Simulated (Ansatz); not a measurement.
GePt (CsCl type, Pm-3m), r²SCAN in the plane-wave PAW code Ansatz, all energies at zero smearing, with the estimated change up to a 700 eV cutoff added, with one set of potentials and settings (totals compare only within such a set). Cell of 2 atoms (1 Pt, 1 Ge): -16841.212 eV.

| element | reference phase | E (eV/atom) |
|---|---|---|
| Pt | Fm-3m, 1 atoms in the cell | -12538.2501 |
| Ge | Fd-3m, 2 atoms in the cell | -4302.9121 |

Formation energy per atom, worked out: (-16841.212 − 1×(-12538.2501) − 1×(-4302.9121))/2 = -0.025 eV/atom (-2 kJ per mol of atoms), at 0 K, without zero-point energy or fitted corrections.

The cell is a constructed one: a structure type filled with these elements; neither database checked (COD, Materials Project) lists it. COD files the formula under space group No. 62. Its standing as an ambient phase is unchecked. The r²SCAN relaxation kept the symmetry of its start; whether a distortion lowers the energy is not shown. The run is not spin-polarised. The references are the lowest solids computed at this level, not always the standard phases. Spin–orbit coupling is left out wherever it is not named.

Potentials: the earlier of the program's two PAW sets.
